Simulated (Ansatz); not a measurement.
²⁵Mg nuclear quadrupole resonance in Sr2MgZn2Sn2P4O16

Cell: a Materials Project structure (computed, not necessarily an observed phase), taken as it stands.

```cif
data_structure
_symmetry_space_group_name_H-M 'P 1'
_symmetry_Int_Tables_number 1
_cell_length_a 5.7573
_cell_length_b 8.2164
_cell_length_c 9.3793
_cell_angle_alpha 69.548
_cell_angle_beta 78.920
_cell_angle_gamma 86.254
_cell_volume 407.97
loop_
_atom_site_label
_atom_site_type_symbol
_atom_site_fract_x
_atom_site_fract_y
_atom_site_fract_z
_atom_site_occupancy
Sr1 Sr 0.83118 0.22461 0.05153 1
Sr2 Sr 0.16813 0.79892 0.99427 1
Mg3 Mg 0.79435 0.62815 0.84114 1
Zn4 Zn 0.15546 0.57479 0.42849 1
Zn5 Zn 0.97438 0.31372 0.43782 1
Sn6 Sn 0.40726 0.18370 0.55626 1
Sn7 Sn 0.57890 0.82168 0.45290 1
P8 P 0.63562 0.57062 0.22562 1
P9 P 0.34530 0.44407 0.76257 1
P10 P 0.22497 0.03004 0.26043 1
P11 P 0.78817 0.97270 0.77429 1
O12 O 0.09972 0.47759 0.85005 1
O13 O 0.37589 0.61075 0.20705 1
O14 O 0.34678 0.25676 0.75854 1
O15 O 0.99512 0.84715 0.74833 1
O16 O 0.54953 0.46949 0.83940 1
O17 O 0.76900 0.12644 0.61954 1
O18 O 0.21615 0.84224 0.39134 1
O19 O 0.83148 0.03707 0.90116 1
O20 O 0.74134 0.71566 0.26707 1
O21 O 0.17001 0.01678 0.11150 1
O22 O 0.79176 0.55888 0.07479 1
O23 O 0.64924 0.39083 0.35975 1
O24 O 0.38295 0.57037 0.58901 1
O25 O 0.48216 0.08918 0.24562 1
O26 O 0.03693 0.15527 0.30667 1
O27 O 0.56299 0.85584 0.81985 1
```

Atom numbers follow the list; atoms alike are taken as one site, whose name carries the number of the first.

Computed with Ansatz: DFT, r2SCAN, plane waves and PAW, scalar-relativistic, 500 eV cutoff, Γ-centred 6×5×4 k-points, Fermi–Dirac smearing 0.05 eV.

²⁵Mg: I = 5/2, Q = 199.4 mb (year-2017 value). Static lattice, zero field.

Task: Predict the zero-field ²⁵Mg lines of each site.

Result: For I = 5/2 and η = 0 the lines are 3|C_Q|/20 and twice that; η pulls their ratio below 2. At large η the states mix, and weaker lines appear at sums of the main ones; lines under 5 % of the strongest are left out.

```tsv
site	atoms	V_zz (10²¹ V/m²)	C_Q (MHz)	η	line frequencies (MHz)
Mg	3	-2.12	-10.2	0.78	2.33, 2.80, 5.13
```

The largest force is 0.6 eV/Å, so the atoms aren't at the calculated equilibrium and relaxing them would move these values.
